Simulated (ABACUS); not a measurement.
Set-up for a self-consistent single point of BaTiO3 (P4mm, 5 atoms in the cell; from Materials Project mp-5986, changed as shown).

```
CELL_PARAMETERS angstrom
      3.91057     0.00000     0.00000
      0.00000     3.91057     0.00000
      0.00000     0.00000     4.02061
ATOMIC_POSITIONS crystal
  Ba 0.50000 0.50000 0.58254
  Ti 0.00000 0.00000 0.10004
  O  0.00000 0.50000 0.06422
  O  0.50000 0.00000 0.06422
  O  0.00000 0.00000 0.54897
```

Method: PBE, numerical atomic orbitals SZP (confined pseudo-atomic orbitals with Gaussian additions; energy shift 0.01 Ry), PseudoDojo 0.5 standard norm-conserving PBE (tails mended) pseudopotentials (ABACUS 3.10.1).

ABACUS settings:

```
setting                                                               value
---------------  ----------------------------------------------------------
basis                   SZP numerical atomic orbitals, energy shift 0.01 Ry
KPT                                                       Gamma 8 8 8 0 0 0
basis_type                                                             lcao
dft_functional                                                          PBE
ecutwfc                                                              100 Ry
smearing_method                                                          fd
smearing_sigma                                                0.00367493 Ry
potentials       PseudoDojo 0.5 standard norm-conserving PBE (tails mended)
symmetry                                                                  1
symmetry_prec                                                         1e-05
ks_solver                                                           genelpa
scf_nmax                                                                100
scf_thr                                                             1.0e-07
mixing_type                                                         broyden
```

### Question
Estimate, at this level of theory: gap on the k-point mesh, pressure and largest force (vector length).

### Answer
The run gave:

* **Gap on the k-point mesh**: 1.73 eV
* **Pressure**: 12.92 GPa
* **Largest force (vector length)**: 0.830 eV/Å

Gaps are taken between levels on the mesh.

For comparison: a first run was changed to give this one (lattice scaled by 0.98), and from it to this one the free energy goes up by 32.1 meV/atom, the pressure goes from 1.05 to 12.92 GPa, the largest force goes from 0.157 to 0.830 eV/Å and the gap on the mesh goes from 1.618 to 1.731 eV.

The atom-centred basis is finite, which shifts total energies, pressures, gaps and forces against plane waves. A single-zeta basis is rough, for pressures and forces above all. The structure comes from a collection of computed structures, made at another level of theory; the collection holds predicted forms beside known ones.

Cost on one core: roughly 30 core-seconds.

The atomic orbitals were generated for these runs; they are not ABACUS's published sets and were checked against plane waves on a few crystals only.

“Tails mended”: in these copies of the files the far tail of each local potential was reset to the Coulomb form.
